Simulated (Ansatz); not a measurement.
## W, first-principles data

W:
```
CELL_PARAMETERS angstrom
      5.03231     0.00000     0.00000
      0.00000     5.03231     0.00000
      0.00000     0.00000     5.03231
ATOMIC_POSITIONS crystal
  W  0.00000 0.00000 0.00000
  W  0.50000 0.50000 0.50000
  W  0.00000 0.50000 0.25000
  W  0.00000 0.50000 0.75000
  W  0.25000 0.00000 0.50000
  W  0.75000 0.00000 0.50000
  W  0.50000 0.75000 0.00000
  W  0.50000 0.25000 0.00000
```

Space group Pm-3n (No. 223), A15 (β-W type); conventional cell a = 5.0323 Å, b = 5.0323 Å, c = 5.0323 Å, α = 90.00°, β = 90.00°, γ = 90.00°.

Method: the program Ansatz at the PBEsol level (PAW). Structure relaxed to zero pressure with the same functional. Other levels are named where they apply.

Cell and energy:

```
Item                  Result
---------------  -----------
Volume per atom     15.93 Å³
Density          19.16 g/cm³
```

Electronic structure:

```
Item                                                                         Value
------------------------------------  --------------------------------------------
Electronic character                                             metallic (no gap)
Density of states at the Fermi level  0.31 states/eV per atom (mean over ±0.08 eV)
Gap with spin–orbit coupling                                       none (metallic)
```

Mechanics:

```
Property                                                                       Value
--------------------------------------------  --------------------------------------
Bulk modulus (Birch–Murnaghan fit)                                         3180 kbar
Pressure derivative B′                                                           4.2
Elastic constants (relaxed ions, GPa)                C11 = 628, C12 = 162, C44 = 101
Mechanical stability                          stable (all eigenvalues of C positive)
Hill bulk and shear moduli                                           318 and 142 GPa
Young's modulus                                                              371 GPa
Poisson's ratio                                                                 0.31
Debye temperature from the elastic constants                                   360 K
```

Phonons:

```
Item                                            Value
-----------------------------  ----------------------
Highest zone-centre frequency               255 cm^-1
Zone-centre stability          no imaginary mode at Γ
```

The workflow started from an entry of the Crystallography Open Database (COD), which files this formula under 6 space groups. It is not the phase usual at ambient conditions (space group No. 229). The cell was relaxed with PBEsol under the symmetry of its start. No spin polarisation was allowed. As this level gives no gap, shear constants depend on the k-mesh and smearing (Fermi–Dirac, 0.1 eV here). As this level gives no gap, phonon frequencies hold no LO–TO term and depend on the k-mesh and smearing (Fermi–Dirac, 0.1 eV here). Scalar-relativistic: spin–orbit coupling is off unless named, which matters more the heavier the elements.

Potentials: the earlier of the program's two PAW sets.
